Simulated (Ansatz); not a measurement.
# SiNi$_{2}$: from a starting cell to a relaxed one

The start is a relaxed SiNi2 cell, doubled along one cell vector, shaken by Gaussian noise of σ = 0.08 Å a coordinate. The structure is fully relaxed (lattice and positions, P = 0) with r2SCAN (plane waves to 500 eV, PAW, scalar-relativistic; Ansatz, an electronic-structure program). First-step values are on the input's coarse k-mesh.

Ansatz input (later rounds restart from its end on a renewed k-mesh):
Ansatz 0.2 input:
```yaml
crystal:
  lattice:
    - [7.8341673895, 0, 0]
    - [-1.9585418474, 3.3922939884, 0]
    - [0, 0, 2.4459533202]
  atoms:
    - { symbol: Si, position: [0.0116536667, 0.0187718245, -0.0036981063] }
    - { symbol: Si, position: [0.5089361974, 0.001840644, -0.0400337109] }
    - { symbol: Ni, position: [0.1775340304, 0.6783199427, 0.5295951094] }
    - { symbol: Ni, position: [0.671898977, 0.6523814429, 0.5066553058] }
    - { symbol: Ni, position: [0.3230731676, 0.2805921518, 0.5224066218] }
    - { symbol: Ni, position: [0.8505018264, 0.3392401649, 0.4841234688] }
basis: { ecutwfc: 500, ecutrho_ratio: 4, xc_grid: 4, fft_grid_basis: typed }
kpoints: { mp_grid: { grid: [4, 7, 9] } }
hamiltonian:
  xc: r2scan
  dispersion: none
  pseudopotentials: { kind: paw }
scf: { occupations: { method: fermi_dirac, width: 0.05 } }
relax: { f_tol: 0.01, max_steps: 100, cell: { stress_tol: 0.02 } }
output: { forces: true, stress: true }
```

* **Largest initial force**: about 3.3 eV/Å, on Ni5 (atoms numbered as listed)
* **Relative to the parent**: It does not go back: it reaches Pmmn (No. 59), 0.42 eV/atom below the parent
* **Shortest distances (start → end)**: The closest pairs of elements (up to four, under 3.6 Å), start → end: Ni–Ni 2.04 → 2.40 Å; Ni–Si 2.42 → 2.26 Å; Si–Si 2.45 → 2.70 Å
* **Optimiser moves**: 16

Final structure:

Space group Pmmn, origin choice 1 (No. 59); a = 2.6970 Å, b = 3.7536 Å, c = 6.3847 Å, α = β = γ = 90.00°

```json
[
 {"atom": "Si", "site": "2b", "symmetry": "mm2", "x": "0.0000", "y": "0.5000", "z": "0.2560"},
 {"atom": "Ni", "site": "2b", "symmetry": "mm2", "x": "0.5000", "y": "0.0000", "z": "0.3907"},
 {"atom": "Ni", "site": "2a", "symmetry": "mm2", "x": "0.0000", "y": "0.0000", "z": "0.0506"}
]
```

Final values are on a 12×17×8 k-mesh of the relaxed cell. No spin polarisation in the result. A magnetic state may lie lower.

The relaxed structure here is a generated cell of SiNi2: the first start was made by placing the elements on the sites of a structure type, and the end was not matched to a known phase here, so it may be hypothetical.
